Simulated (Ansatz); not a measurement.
LiBr:
```yaml
crystal:
  lattice:
    - [0.00000, 2.70550, 2.70550]
    - [2.70550, 0.00000, 2.70550]
    - [2.70550, 2.70550, 0.00000]
  atoms:
    - { symbol: Li, position: [0.00000, 0.00000, 0.00000] }
    - { symbol: Br, position: [0.50000, 0.50000, 0.50000] }
```

Relaxed with PBEsol.

Which orbitals make up the states near the band edges in PBEsol (plane waves, PAW; program Ansatz)?

Top 1 eV of the valence band: Br 4p 98 %. Bottom 1 eV of the conduction band: Li 2s 33 %, Br 4s 15 %, Br 4p 5 %, outside the projected shells 47 %. Projections are on Löwdin-orthogonalised atomic valence shells; empty p or d shells of many metals are not among them.

Tabulate the density of states.

States/eV per cell of 2 atoms, in 0.25 eV bins, energy from the valence-band maximum.

```tsv
E (eV)	total	Br 4p	Li 2s	Br 4s
-7.90	0.00	0.00	0.00	0.00
-7.65	0.00	0.00	0.00	0.00
-7.40	0.00	0.00	0.00	0.00
-7.15	0.00	0.00	0.00	0.00
-6.90	0.00	0.00	0.00	0.00
-6.65	0.00	0.00	0.00	0.00
-6.40	0.00	0.00	0.00	0.00
-6.15	0.00	0.00	0.00	0.00
-5.90	0.00	0.00	0.00	0.00
-5.65	0.00	0.00	0.00	0.00
-5.40	0.00	0.00	0.00	0.00
-5.15	0.00	0.00	0.00	0.00
-4.90	0.00	0.00	0.00	0.00
-4.65	0.00	0.00	0.00	0.00
-4.40	0.00	0.00	0.00	0.00
-4.15	0.00	0.00	0.00	0.00
-3.90	0.00	0.00	0.00	0.00
-3.65	0.00	0.00	0.00	0.00
-3.40	0.00	0.00	0.00	0.00
-3.15	0.28	0.25	0.02	0.00
-2.90	1.87	1.68	0.16	0.01
-2.65	3.00	2.70	0.24	0.03
-2.40	1.13	0.97	0.12	0.03
-2.15	1.17	1.05	0.07	0.02
-1.90	1.37	1.28	0.05	0.02
-1.65	1.42	1.35	0.03	0.01
-1.40	1.45	1.39	0.02	0.01
-1.15	2.56	2.48	0.04	0.01
-0.90	2.72	2.65	0.02	0.01
-0.65	2.72	2.67	0.01	0.00
-0.40	2.75	2.72	0.00	0.00
-0.15	1.54	1.53	0.00	0.00
0.10	0.02	0.02	0.00	0.00
0.35	0.00	0.00	0.00	0.00
0.60	0.00	0.00	0.00	0.00
0.85	0.00	0.00	0.00	0.00
1.10	0.00	0.00	0.00	0.00
1.35	0.00	0.00	0.00	0.00
1.60	0.00	0.00	0.00	0.00
1.85	0.00	0.00	0.00	0.00
2.10	0.00	0.00	0.00	0.00
2.35	0.00	0.00	0.00	0.00
2.60	0.00	0.00	0.00	0.00
2.85	0.00	0.00	0.00	0.00
3.10	0.00	0.00	0.00	0.00
3.35	0.00	0.00	0.00	0.00
3.60	0.00	0.00	0.00	0.00
3.85	0.00	0.00	0.00	0.00
4.10	0.00	0.00	0.00	0.00
4.35	0.00	0.00	0.00	0.00
4.60	0.00	0.00	0.00	0.00
4.85	0.00	0.00	0.00	0.00
5.10	0.01	0.00	0.01	0.00
5.35	0.04	0.00	0.02	0.01
5.60	0.13	0.01	0.04	0.02
5.85	0.36	0.02	0.11	0.04
6.10	0.59	0.04	0.19	0.07
6.35	0.85	0.04	0.35	0.07
6.60	1.55	0.06	0.62	0.07
6.85	2.03	0.08	0.66	0.07
7.10	1.50	0.07	0.52	0.07
7.35	0.87	0.03	0.24	0.01
7.60	0.62	0.01	0.13	0.00
7.85	1.06	0.02	0.11	0.00
8.10	2.61	0.04	0.22	0.01
8.35	1.85	0.03	0.20	0.01
8.60	2.06	0.04	0.20	0.01
8.85	1.95	0.04	0.13	0.01
9.10	2.07	0.04	0.10	0.01
9.35	1.39	0.02	0.07	0.01
9.60	1.08	0.03	0.09	0.01
9.85	1.42	0.05	0.18	0.03
```

Space group Fm-3m (rock salt). The PBEsol relaxation kept the symmetry of its start. Spin–orbit coupling is left out wherever it is not named.

Potentials: the later of the program's two PAW sets.
